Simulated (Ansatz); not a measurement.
AgI (zinc blende, F-43m), the program Ansatz at the PBE level (PAW): ε∞ = 5.12, cell volume 72.80 Å³. Infrared-active transverse modes:

| ω_TO (cm⁻¹) | oscillator strength S_xx (e²/amu) |
|---|---|
| 89.8 | 0.02838 |

Problem. Compute the static dielectric constant.

Solution. Each mode adds (4.921e7/V) S/ω²: 2.38. So ε0 = 7.50.

Problem. What LO frequency does the Lyddane–Sachs–Teller relation give?

Solution. ω_LO = ω_TO √(ε0/ε∞) = 109 cm⁻¹.

The PBE relaxation kept the symmetry of its start; phonons on a q-mesh show no instability. The run is not spin-polarised. Scalar-relativistic: spin–orbit coupling is off unless named, which matters more the heavier the elements.

Potentials: the later of the program's two PAW sets.
